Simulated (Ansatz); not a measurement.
Consider the following.

AlPd:
```
AlPd
1.0
    4.86590     0.00000     0.00000
    0.00000     4.86590     0.00000
    0.00000     0.00000     4.86590
Al Pd
4 4
Direct
  0.84457   0.84457   0.84457
  0.65543   0.15543   0.34457
  0.34457   0.65543   0.15543
  0.15543   0.34457   0.65543
  0.14788   0.14788   0.14788
  0.35212   0.85212   0.64788
  0.64788   0.35212   0.85212
  0.85212   0.64788   0.35212
```

This is the r²SCAN-relaxed structure.

### Question
All from r²SCAN in the plane-wave PAW code Ansatz, unless another level is named. Give the Hill bulk and shear moduli.

### Answer
165 and 73.6 GPa.

### Question
Next, the elastic constants (relaxed ions, GPa)?

### Answer
C11 = 271, C12 = 112, C44 = 69.9.

Space group P2_13. The first step of the workflow began from a Materials Project structure, measured or hypothetical; the Crystallography Open Database copy checked does not list it. With Al and Pd taken as one species the cell has the higher symmetry Pa-3, so it may be an ordered model of a mixed-site phase. Its standing as an ambient phase is unchecked. The cell was relaxed with r²SCAN under the symmetry of its start; whether a distortion lowers the energy is not shown. The run is not spin-polarised. As this level gives no gap, shear constants depend on the k-mesh and smearing (Fermi–Dirac, 0.1 eV here).

Potentials: the earlier of the program's two PAW sets. The files were generated under PBE; for other functionals the program regenerates the frozen cores, and for LDA and PBEsol the local potential too.
